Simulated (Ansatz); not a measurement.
Ba₂Ti₂N₃F₃ in space group P-4m2 (No. 115; Pearson symbol tP10), DFT-r²SCAN in the program Ansatz with PAW potentials. The conduction-band minimum lies at Γ, with 1 equivalent valley. Second derivatives d²E/dk² of the lowest band at one valley (eV·Å²), along Cartesian directions:

```tsv
direction	d²E/dk²
[100]	17.85
[010]	17.85
[001]	0.7573
[110]	17.92
[101]	9.326
[011]	9.326
```

**Question.** Find the principal effective masses, the density-of-states mass and the conductivity mass.

**Answer.** Off-diagonal terms follow from H_xy = H[110] − (H_xx + H_yy)/2, and m*/mₑ = 7.620 eV·Å² over each eigenvalue: 0.43, 0.43, 10. One valley's DOS mass (m₁m₂m₃)^(1/3) = 1.2, conductivity mass 3/(Σ 1/mᵢ) = 0.63 mₑ.

**Question.** What effective density of states Nc follows at 300 K for parabolic valleys?

**Answer.** Nc = 2.509e19 × 1 × (1.2)^(3/2) ≈ 3.3e19 cm⁻³.

The start of the workflow was typed in or built on a structure type; neither database checked (COD, Materials Project) lists it. Its standing as an ambient phase is unchecked. Symmetry was held in the r²SCAN relaxation; its stability against distortions is not shown here. The workflow began spin-polarised and lost its moments. Scalar-relativistic: spin–orbit coupling is off unless named, which matters more the heavier the elements.

Potentials: the earlier of the program's two PAW sets. The files were generated under PBE; for other functionals the program regenerates the frozen cores, and for LDA and PBEsol the local potential too.

Edges and masses are those of Kohn–Sham bands, whose gap is no quasiparticle gap.
